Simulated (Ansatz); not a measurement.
**Ga, one cell by several methods**

```xyz
1
Lattice="-1.4225 1.4225 2.2583 1.4225 -1.4225 2.2583 1.4225 1.4225 -2.2583" Properties=species:S:1:pos:R:3 pbc="T T T"
Ga    0.0000    0.0000    0.0000
```

Conventional cell: a = 2.845 Å, b = 2.845 Å, c = 4.517 Å, α = 90.00°, β = 90.00°, γ = 90.00°. Around Ga (atom 1) lie 12 Ga at 2.84 to 3.02 Å.

The cell is COD entry 9012723, as deposited and not checked against the literature; nothing was relaxed. The listed cell was then made from it by scaling, straining or moving an atom.

Methods: DFT, PBEsol, PAW with Ansatz's default frozen-core files, scalar-relativistic (Ansatz 0.2.0); DFT, PBEsol, all-electron PAW with datasets made for the crystal, scalar-relativistic (Ansatz 0.2.0); DFT, PBEsol, all-electron LAPW, scalar-relativistic (Ansatz 0.2.0).

For PAW: a Γ-centred 16×16×16 k mesh, Fermi–Dirac smearing of 0.03 eV, cutoff 420 eV, no spin polarisation; the PAW files were made with PBE, and the program remakes their frozen cores for this functional. The crystal-made all-electron datasets (AE datasets) take a cutoff of 240 eV at this cell. LAPW targets a basis error of 1 meV/atom. The Ansatz runs share mesh, smearing and spin set-up. Plane-wave (PAW) pressures include the program's estimate of the Pulay term.

Stress and pressure are positive in compression.

The change that made this cell: volume scaled by 1.04.

In a metal, gradients converge slowly with the k mesh: the values move by tens of per cent from one mesh to another, at times in sign, so only the comparison on one mesh counts.

```json
{"quantity": "pressure (GPa)", "PAW": "-1.70", "AE datasets": "-1.67", "LAPW": "-1.67"}
{"quantity": "stress xx (GPa)", "PAW": "-1.53", "AE datasets": "-1.50", "LAPW": "-1.50"}
{"quantity": "stress zz (GPa)", "PAW": "-2.04", "AE datasets": "-2.01", "LAPW": "-2.01"}
{"quantity": "field gradient Vzz at Ga (10²¹ V/m²)", "PAW": "2.06", "AE datasets": "2.08", "LAPW": "–"}
```

PAW's pressure differs from the LAPW value by -0.03 GPa. Datasets made for the crystal and LAPW share parts of one code, so their agreement isn't an independent check.
